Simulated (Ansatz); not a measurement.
Level: PBE, no spin polarisation; 420 eV; 9×9×9 Γ-centred mesh; fermi-dirac occupations (width 0.1 eV); Ansatz 0.2.0, fixed geometry.

Computed maps in the lattice plane spanned by a (left to right, 3.96 Å, 12 points from zero) and b (bottom to top, 3.96 Å, 12 points from zero), 90° apart, at height 0.500 along c. The fields are smooth PAW ones with compensation charges, not the true ones near nuclei.

Valence density. Digits on a logarithmic scale: 0 up to 0.03 e/Å³, each further digit a factor of 1.6, 9 from 1.3 e/Å³ up:
```
689998666666
799999765556
899999865556
799999765556
689998666666
667876667876
666666689998
765556799999
865556899999
765556799999
666666689998
667876667876
```

Problem. The cell is LiGe$_{2}$Pt$_{2}$. Which atoms lie within 0.2 Å of this plane, and where (fractions of a and b)?

Solution. Pt at (0.75, 0.25), Pt at (0.25, 0.75). The whole cell:
```
CELL_PARAMETERS angstrom
0.00000 3.95724 0.00000
3.95724 0.00000 0.00000
1.97862 1.97862 -4.66691
ATOMIC_POSITIONS crystal
Li 0.00000 0.00000 0.00000
Ge 0.37500 0.37500 0.25000
Ge 0.62500 0.62500 0.75000
Pt 0.75000 0.25000 0.50000
Pt 0.25000 0.75000 0.50000
```

Origin: a known structure type with other elements, at an estimated volume, so it need not be a known compound. Caveats: atoms or cell far from equilibrium.
